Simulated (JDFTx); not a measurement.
System: germanium monoxide, GeO (SMILES [O]=[Ge]), charge 0, multiplicity 1; geometry: optimised with GFN2-xTB in vacuum (no frequencies checked; largest PBE force component 3.4 eV/Å). Z-matrix (Å, degrees):
```
Ge
O 1 1.5755
```

Computed with JDFTx (a modified build): PBE, GBRV ultrasoft potentials, plane waves to 20/100 Ha. Liquid: CANDLE, water, 1 M NaF. The liquid run sits in a periodic box with 4.5 Å from the outermost atoms to the faces; the vacuum run is isolated. The box matters at about 0.01 eV. The solvation energy is E(in liquid) − E(vacuum) at fixed geometry, with no thermal, conformational or standard-state terms added.

The values are those of the intact species: the continuum can't coordinate to it or react with it. The geometry is far from a PBE minimum, which enters the values.

The solvation energy comes out as -10.8 kcal/mol, the part: cavitation term of the fluid comes out as 6.6 kcal/mol and the part: dispersion term of the fluid is -6.3 kcal/mol. The part: electrostatic term of the fluid is -19.5 kcal/mol and the part: distortion of the solute's electrons is 8.4 kcal/mol. The dipole moment in vacuum is 2.96 D and the dipole moment in the liquid comes out as 5.25 D. The highest occupied level in vacuum (zero: vacuum level) is -7.21 eV and the highest occupied level in the liquid (zero: bulk electrolyte) comes out as -7.03 eV. The volume of the model's cavity is 136.1 Å³ and the rough cost, vacuum and liquid run is 100 s and 3 min of core time.
